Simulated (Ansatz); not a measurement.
Input:

ZrSi:
```cif
data_SiZr
_chemical_formula_sum 'Zr1 Si1'
_space_group_name_H-M_alt 'Pm-3m'
_space_group_IT_number 221
_space_group_name_Hall '-P 4 2 3'
_cell_length_a 3.31517
_cell_length_b 3.31517
_cell_length_c 3.31517
_cell_angle_alpha 90.000
_cell_angle_beta 90.000
_cell_angle_gamma 90.000
loop_
_atom_site_label
_atom_site_type_symbol
_atom_site_symmetry_multiplicity
_atom_site_Wyckoff_symbol
_atom_site_fract_x
_atom_site_fract_y
_atom_site_fract_z
_atom_site_occupancy
Zr1 Zr 1 a 0.00000 0.00000 0.00000 1
Si1 Si 1 b 0.50000 0.50000 0.50000 1
```

This is the PBE-relaxed structure.

Problem. All from PBE (plane waves, PAW; program Ansatz), unless another level is named. Predict the bulk modulus (Birch–Murnaghan fit).

Solution. 118 GPa.

Problem. What about the highest zone-centre frequency?

Solution. 225 cm^-1.

A made-up cell: these elements were put on the sites of a structure type; neither database checked (COD, Materials Project) lists it. COD files the formula under space group No. 62, 63, so this cell is another polymorph or a model. Its standing as an ambient phase is unchecked. The cell was relaxed with PBE under the symmetry of its start. At this level the phase is dynamically unstable (imaginary phonons). The run is not spin-polarised. As this level gives no gap, phonon frequencies hold no LO–TO term and depend on the k-mesh and smearing (Fermi–Dirac, 0.1 eV here).

Potentials: the later of the program's two PAW sets.
